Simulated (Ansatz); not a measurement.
# BaTaS3, a database entry at a rescaled volume

```
CELL_PARAMETERS angstrom
6.84916 0.00000 0.00000
-3.42458 5.93155 0.00000
0.00000 0.00000 5.74665
ATOMIC_POSITIONS crystal
Ba 0.33330 0.66670 0.75000
Ba 0.66660 0.33330 0.25000
S 0.16860 0.33720 0.25000
S 0.83140 0.16860 0.75000
S 0.66280 0.83140 0.25000
S 0.83140 0.66280 0.75000
S 0.16860 0.83140 0.25000
S 0.33720 0.16860 0.75000
Ta 0.00000 0.00000 0.00000
Ta 0.00000 0.00000 0.50000
```

The numbers come from plane-wave PAW DFT (Ansatz): r2SCAN, no spin polarisation, 500 eV, 5×5×5 Γ-centred k points, tetrahedron occupations. Nothing was relaxed.

Q: Is there a gap?

A: It is a metal, with about 1.6 states/eV a cell as the mean within 0.25 eV of the Fermi level, mostly Ta d (57 %) and S p (30 %).

Q: Is the cell too large or too small?

A: The pressure is 1.8 GPa (compression positive), so with the atoms held at these fractions the cell would first expand. The principal stresses 0.2, 2.5, 2.5 GPa differ, so its shape would change too.

Q: Is it stable against the elements?

A: -1.75 eV an atom against the elements' usual phases (free molecules for gases, crystals otherwise, with no correction for O₂ or N₂), so it is bound against them; other compounds may still compete. Relaxing would lower it.

Q: Which element gives electrons and which takes them?

A: Bader charges in e: Ba +1.57, Ta +1.94, S -1.17. In the mean Ta gives up most and S takes most.

Q: What do density and ELF say about some of the short contacts?

A: S–Ta at 2.46 Å: least valence density 0.53 e/Å³ and ELF 0.30 there. Ta–Ta at 2.87 Å: least valence density 0.36 e/Å³ and ELF 0.43 there. Ba–S at 3.42 Å: least valence density 0.09 e/Å³ and ELF 0.07 there. These are pseudo-fields; inside the PAW spheres they differ from the all-electron ones.

Q: Where is the largest force?

A: The largest is on S8 (and as large on other atoms): 0.41 eV/Å, components (0.36, 0.20, 0.00). It makes 144° with the line to a nearest neighbour, Ta9 at 2.46 Å, pointing away from it.

Origin: a database entry at a rescaled volume. Caveats: empty levels are not fully converged; forces and stress under tetrahedra may miss the slope of the energy.
